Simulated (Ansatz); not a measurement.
HgTe (zinc blende): values from a third-order Birch-Murnaghan fit to a volume scan beside measured ones. Computed values: PBE (plane waves to 420 eV, PAW, scalar-relativistic; Ansatz, a program for electronic structure). At this level the bands of HgTe touch or barely overlap. HgTe was relaxed with its symmetry unable to fall. Spin-orbit coupling is left out, though Hg and Te are heavy.

```csv
quantity,reference,kind
Lattice constant a (Å),6.46,"measured, room temperature or unstated"
Bulk modulus B₀ (GPa),42.3,"measured, room temperature or unstated"
```

References as given in: R. J. Cava, Huiwen Ji, M. K. Fuccillo et al., Journal of Materials Chemistry C (2013), arXiv:1302.1059; Cormac Toher, Corey Oses, Jose J. Plata et al., Physical Review Materials (2017), arXiv:1611.05714. Values not taken to low temperature hold thermal and zero-point shifts that a static calculation lacks, so small differences there are no errors of the method.

Task: Estimate the PBE values and the sign and size of each difference.

Result: 
```
quantity                  PBE  difference
----------------------  -----  ----------
Lattice constant a (Å)  6.651      +3.0 %
Bulk modulus B₀ (GPa)    34.2     -19.2 %
```



(A scan under strain: stresses follow from slopes of the energy per volume, elastic moduli from its curvatures.)
